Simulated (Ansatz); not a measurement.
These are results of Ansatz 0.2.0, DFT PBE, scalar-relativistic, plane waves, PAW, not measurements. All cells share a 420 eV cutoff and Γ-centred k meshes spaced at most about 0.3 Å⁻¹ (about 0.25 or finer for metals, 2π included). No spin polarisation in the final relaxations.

These are static total energies at zero pressure.

Compare these two cells of K2SiB2, each relaxed at this level.

1. Space group P-3m1 (No. 164), trigonal, a = 3.635 Å, c = 9.969 Å. K has 4 B at 3.11–3.23 Å, 3 Si at 3.47 Å and 6 K at 3.63 Å; around Si lie 6 B at 2.15 Å and 6 K at 3.47 Å; around B lie 3 Si at 2.15 Å, 3 B at 2.30 Å and 4 K at 3.11–3.23 Å.

2. Space group Cmmm (No. 65), orthorhombic, a = 6.112 Å, b = 11.486 Å, c = 3.182 Å. Around K lie 1 B at 2.82 Å, 4 K at 3.06–3.18 Å, 2 B at 3.23 Å and 2 Si at 3.33 Å; around Si lie 2 B at 3.06 Å, 2 Si at 3.18 Å, 4 K at 3.33 Å and 4 B at 3.45 Å; B on its first site has 2 B at 1.59 Å, 2 K at 2.82 Å, 2 B at 3.18 Å and 4 Si at 3.45 Å; B on its second site is surrounded by 2 B at 1.59 Å, 2 Si at 3.06 Å, 2 B at 3.18 Å and 4 K at 3.23 Å.

Question: Which would you expect to be lower, and how large is the difference?

Answer: Cell 1 is lower, by 14 meV/atom. Cell 1 has space group P-3m1 (No. 164), 22.8 Å³/atom and no gap on its mesh; cell 2 has space group Cmmm (No. 65), 22.3 Å³/atom and no gap. Counting B or Si atoms around K (for each partner element, those within 1.25 times its shortest distance or 1.15 times the sum of covalent radii, where it is the nearest in units of that sum or under 1.3), cell 1 has K 7 and cell 2 has K 5. Cell 2 holds B–B chains (shortest 1.59 Å); in cell 1 the shortest B–B distance is 2.30 Å. Even the lower one lies +0.71 eV/atom against the reference forms of the elements (uncorrected), so neither is stable at this level. Both come from invented guesses. A third cell relaxed alike, in P-3m1, lies 0.41 eV/atom below the lower of the two.

For metals, differences of a few meV/atom aren't resolved. Cells relaxed within their symmetry can be saddle points.
